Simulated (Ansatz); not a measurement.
Li (bcc (W type), space group No. 229) under volume change, r²SCAN (plane waves, PAW; program Ansatz), shape and atoms relaxed at each volume.

| V (Å³/atom) | E − E(relaxed) (meV/atom) | P (GPa) |
|---|---|---|
| 19.111 | … | … |
| 19.741 | 3.4 | 0.90 |
| 20.371 | … | … |
| 21.001 | 0.0 | 0.00 |
| 21.631 | 0.7 | -0.37 |
| 22.261 | 2.8 | -0.69 |
| 22.891 | 6.1 | -0.98 |

Problem. Fill in the missing entries.

Solution. 
- 20.371, E − E(relaxed) (meV/atom): 0.8
- 20.371, P (GPa): 0.42
- 19.111, E − E(relaxed) (meV/atom): 7.9
- 19.111, P (GPa): 1.44

Problem. What does a third-order Birch–Murnaghan fit give for V₀, B₀ and B′?

Solution. V₀ = 21.00 Å³/atom, B₀ = 13.1 GPa, B′ = 3.3.

Space group Im-3m (bcc (W type)). Symmetry was held in the r²SCAN relaxation.

Potentials: the earlier of the program's two PAW sets. The files were generated under PBE; for other functionals the program regenerates the frozen cores, and for LDA and PBEsol the local potential too.
